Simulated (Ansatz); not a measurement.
Ga₃Co:
```yaml
crystal:
  lattice:
    - [6.17785, 0.00000, 0.00000]
    - [0.00000, 6.17785, 0.00000]
    - [0.00000, 0.00000, 6.40548]
  atoms:
    - { symbol: Ga, position: [0.50000, 0.00000, 0.00000] }
    - { symbol: Ga, position: [0.50000, 0.00000, 0.50000] }
    - { symbol: Ga, position: [0.00000, 0.50000, 0.50000] }
    - { symbol: Ga, position: [0.00000, 0.50000, 0.00000] }
    - { symbol: Ga, position: [0.65186, 0.34814, 0.74253] }
    - { symbol: Ga, position: [0.34814, 0.65186, 0.25747] }
    - { symbol: Ga, position: [0.15186, 0.15186, 0.24253] }
    - { symbol: Ga, position: [0.84814, 0.84814, 0.75747] }
    - { symbol: Ga, position: [0.34814, 0.65186, 0.74253] }
    - { symbol: Ga, position: [0.65186, 0.34814, 0.25747] }
    - { symbol: Ga, position: [0.84814, 0.84814, 0.24253] }
    - { symbol: Ga, position: [0.15186, 0.15186, 0.75747] }
    - { symbol: Co, position: [0.84406, 0.15594, 0.00000] }
    - { symbol: Co, position: [0.15594, 0.84406, 0.00000] }
    - { symbol: Co, position: [0.34406, 0.34406, 0.50000] }
    - { symbol: Co, position: [0.65594, 0.65594, 0.50000] }
```

Relaxed with r²SCAN. Special points in fractions of this cell's reciprocal vectors: Γ (0.000, 0.000, 0.000); X (0.000, 0.500, 0.000); M (0.500, 0.500, 0.000); Z (0.000, 0.000, 0.500); R (0.000, 0.500, 0.500); A (0.500, 0.500, 0.500).

### Question
List the band energies nearest the Fermi level at these points for r²SCAN (plane waves, PAW; program Ansatz).

### Answer
In eV from the Fermi level; about four levels below and three above (degenerate sets whole), none deeper than 8.9 eV; points with the same levels are listed once.

```tsv
k	below	above
Γ	-0.33 -0.28 -0.28 -0.16	0.86 1.22 1.81 1.81
X	-1.37 -1.37 -0.38 -0.38	0.27 0.27 0.53 0.53
M	-1.22 -1.22 -0.30 -0.30	0.79 0.79 1.92 1.92
Z	-1.51 -1.51 -0.38 -0.38	0.33 0.33 0.41 0.41
R	-1.19 -1.19 -0.27 -0.27	0.27 0.27 1.02 1.02
A	-1.35 -1.35 -0.92 -0.92	0.28 0.28 0.82 0.82
```

Space group P4_2/mnm. The workflow started from a Materials Project entry (that database holds measured and hypothetical structures alike); the Crystallography Open Database files this formula in space group No. 136, but the cells were not matched. Whether it is the stable phase at ambient conditions was not checked. Symmetry was held in the r²SCAN relaxation; whether a distortion lowers the energy is not shown. No spin polarisation was allowed. Spin–orbit coupling is left out wherever it is not named.

Potentials: the later of the program's two PAW sets.
